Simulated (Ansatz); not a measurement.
Consider the following.

Pd (fcc, Cu type)

```
CELL_PARAMETERS angstrom
      0.00000     3.94259     3.94259
      1.97130     1.97130     3.94259
      1.97130     1.97130     0.00000
ATOMIC_POSITIONS crystal
  Pd 0.00000 0.00000 0.00000
  Pd 0.50000 0.00000 0.00000
```

The atoms are displaced by Q × the pattern below (from a DFPT mode at X = (0.5, 0.5, 0.0), largest move 1; Q in Å), at fixed cell. (q is in reciprocal vectors of the primitive cell; the cell shown is doubled to hold the pattern.)

| atom | x | y | z |
|---|---|---|---|
| Pd1 | 0.000 | 0.000 | -1.000 |
| Pd2 | 0.000 | 0.000 | 1.000 |

Method: PBE (plane waves to 420 eV, PAW, scalar-relativistic; Ansatz, a program for electronic structure). k mesh 20×20×20 (Γ-centred), Fermi-Dirac smearing 0.05 eV. Energies are smeared free energies. With partly filled bands, energies and forces of such displacements shift with the k mesh and the smearing. Pd is run without spin polarisation. Pd was relaxed with its symmetry unable to fall. The PAW data are Ansatz's earlier set. ΔE is measured from the undisplaced structure.

The scan covers Q from -0.180 to 0.180 Å in 13 points.

Task: Which space group does the distorted structure have?

Result: P4/nmm (No. 129), lowered from Fm-3m.

Task: What is the energy change at Q = 0.180 Å?

Result: 578 meV/cell.

Task: What harmonic wavenumber does the curvature at Q = 0 give?

Result: 209 cm⁻¹.

(A displaced cell: forces are minus the slopes of the energy, force constants its curvatures, and phonons follow from these.)
